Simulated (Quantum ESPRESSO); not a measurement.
## NbHf3NO7 (convergence and cost over cutoff and k mesh)

Simulated, not a measurement. The program is pw.x of Quantum ESPRESSO 7.5 (plane-wave density functional theory). The cell is made up: 12 atoms on a rutile lattice, with randomly drawn elements, strain and displacements, not relaxed. PseudoDojo standard norm-conserving files (v0.5 for PBE, v0.4.1 for LDA and PBEsol) set the functional; there is no spin polarisation, spin-orbit coupling or dispersion term, and the masses in the input are unused placeholders.

The hafnium pseudopotential is less sure than the others, with forces about 3 percent (worst 6) and pressure in oxides about 1.5 GPa (worst 2.7) from a second method in checks, which no rerun with the same files tests.

Input of the run in row 4:

```
&control calculation='scf', pseudo_dir='./dojo.nc.sr.pbe.v0_5.standard.upf', outdir='./o', disk_io='low', tprnfor=.true., tstress=.true. /
&system ibrav=0, nat=12, ntyp=4, nbnd=54, ecutwfc=84.00895049, nosym=.true., tot_charge=0,
 occupations='smearing', smearing='fd', degauss=0.0018374661
/
&electrons conv_thr=7.350e-09, electron_maxstep=60, /
ATOMIC_SPECIES
Hf 1.0 Hf.upf
N 1.0 N.upf
Nb 1.0 Nb.upf
O 1.0 O.upf
CELL_PARAMETERS angstrom
4.8651 0.0 0.0
0.0 4.8651 0.0
0.0 0.0 6.4336
ATOMIC_POSITIONS angstrom
Nb -0.041 0.0581 0.0027
Hf 2.4179 2.4169 1.5922
Hf 0.0074 -0.0019 3.212
Hf 2.3898 2.4298 4.824
N 1.5348 1.4983 0.0101
O 3.4342 3.3385 -0.0465
O 3.9077 0.9555 1.5826
O 0.9716 3.9111 1.6478
O 1.5002 1.4868 3.2064
O 3.3507 3.3773 3.2453
O 3.9489 0.9462 4.7731
O 0.8722 3.9041 4.8514
K_POINTS automatic
5 5 4 1 1 1
```

The same cell was run at these settings. Meshes are shifted by half a step, and differences are from the last row, which is itself not exact.

```
cutoff (eV)     k mesh  k points solved  threshold (eV)  free energy less the last row's (eV)  pressure (GPa)  largest stress difference (GPa)  largest force difference (eV/Å)  iterations  wall time (s)  k-point pools              processor
        800  2 x 2 x 2                4           1e-04                                 1.309          -10.94                             9.70                            0.048          13             15              4  AMD EPYC, Zen 5 class
       1143  1 x 1 x 1                1           1e-07                                 0.927            0.30                             5.38                            0.510          18             26              4  AMD EPYC, Zen 5 class
        825  5 x 5 x 4               50           1e-07                                 0.899           -8.70                             7.05                            0.012          16            106              4  AMD EPYC, Zen 5 class
       1143  5 x 5 x 4               50           1e-07                                 0.004           -1.68                             0.03                            0.002          16            166              4  AMD EPYC, Zen 5 class
       1467  7 x 7 x 6              147           1e-07                                 0.000           -1.65                             0.00                            0.000          16            734              4  AMD EPYC, Zen 5 class
```

Each pool is one process. Wall times include start-up and a band step at six k points, which weighs most on the coarsest meshes. The runs were on shared virtual cores whose load varied, so times are rough.